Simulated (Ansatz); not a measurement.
# Lattice vibrations of TbYAl$_{4}$ at Γ

All numbers below come from DFT PBE, scalar-relativistic, plane waves, PAW, and for the lanthanide a 4f-in-core norm-conserving potential (Ansatz). Settings: 690 eV plane-wave cutoff, Γ-centred 8×8×8 mesh, Fermi-Dirac smearing of 0.15 eV. No spin polarisation. Phonons by linear response, acoustic sum rule imposed.

The cell, relaxed at this level:
```xyz
6
Lattice="0.0000 3.9406 3.9406 3.9406 0.0000 3.9406 3.9406 3.9406 0.0000" Properties=species:S:1:pos:R:3 pbc="T T T"
Tb    3.9406    3.9406    3.9406
Y     1.9703    1.9703    1.9703
Al    4.9261    6.8957    4.9261
Al    6.8957    6.8957    6.8957
Al    6.8957    4.9261    4.9261
Al    4.9261    4.9261    6.8957
```

The structure comes from a generated guess, relaxed at this level; another structure or a mixture of phases may lie lower. In a metal, frequencies depend on the k mesh and the smearing, soft modes most.

Task: Is this structure stable against zone-centre distortions?

Result: Yes, at Γ: no optical mode is imaginary. Strains and other wave vectors aren't tested by this run.

Task: List the optical modes at Γ (i marks imaginary ones).

Result:
```tsv
frequency (meV)	degeneracy
16.2	3
21.2	3
22.7	3
29.3	2
35.6	3
46.9	1
```

The lanthanide is trivalent by construction, without f bands, f moments or other valences.
